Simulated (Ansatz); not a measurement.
## Orderings of CeHf3O8 on the fluorite lattice

All numbers below come from Ansatz, DFT PBE, scalar-relativistic, plane waves, PAW. All cells share a 420 eV cutoff and Γ-centred k meshes spaced at most about 0.3 Å⁻¹ (2π included). No spin polarisation.

Temperature and zero-point effects are left out. Each row is a relaxed arrangement of Ce and Hf on shared sites of the fluorite type. The column n gives the unlike atoms among the 12 nearest shared sites, averaged over those sites; energies count from the lowest row.

```json
{"row": "1", "space group": "P4/mmm (No. 123)", "source": "invented", "atoms": "12", "n (of 12)": "4.00", "V (Å³/atom)": "11.65", "gap on mesh (eV)": "1.75", "ΔE (meV/atom)": "3.5"}
{"row": "2", "space group": "Cmmm (No. 65)", "source": "invented", "atoms": "12", "n (of 12)": "5.00", "V (Å³/atom)": "11.65", "gap on mesh (eV)": "1.54", "ΔE (meV/atom)": "0.0"}
{"row": "3", "space group": "Pm-3m (No. 221)", "source": "invented", "atoms": "12", "n (of 12)": "6.00", "V (Å³/atom)": "11.65", "gap on mesh (eV)": "2.03", "ΔE (meV/atom)": "?"}
```

The cell of row 3:

```xyz
12
Lattice="5.1893 0.0000 0.0000 0.0000 5.1893 0.0000 0.0000 0.0000 5.1893" Properties=species:S:1:pos:R:3 pbc="T T T"
Ce    0.0000    0.0000    0.0000
Hf    2.5947    0.0000    2.5947
Hf    0.0000    2.5947    2.5947
Hf    2.5947    2.5947    0.0000
O     1.3342    1.3342    1.3342
O     3.8551    1.3342    3.8551
O     1.3342    3.8551    3.8551
O     3.8551    3.8551    1.3342
O     3.8551    3.8551    3.8551
O     1.3342    3.8551    1.3342
O     3.8551    1.3342    1.3342
O     1.3342    1.3342    3.8551
```

Question: Estimate the missing energy, and say where the row ranks.

Answer: 7.7 meV/atom, above row 1, the highest. The count n alone doesn't order these rows. Row 3: Ce has 8 O at 2.31 Å and 12 Hf at 3.67 Å; Hf is surrounded by 8 O at 2.23 Å, 4 Ce at 3.67 Å and 8 Hf at 3.67 Å; O is surrounded by 3 Hf at 2.23 Å, 1 Ce at 2.31 Å and 6 O at 2.52–2.67 Å.

Spin–orbit coupling, which can matter for Hf, is left out. Kohn–Sham gaps at this level usually fall short of measured ones. The 4f shell of Ce is treated without a Hubbard U, which places its levels poorly. Only small cells were tried; in real samples the shared sites are often disordered. Some candidate types were left out of the draw beforehand, so a known form may be missing.
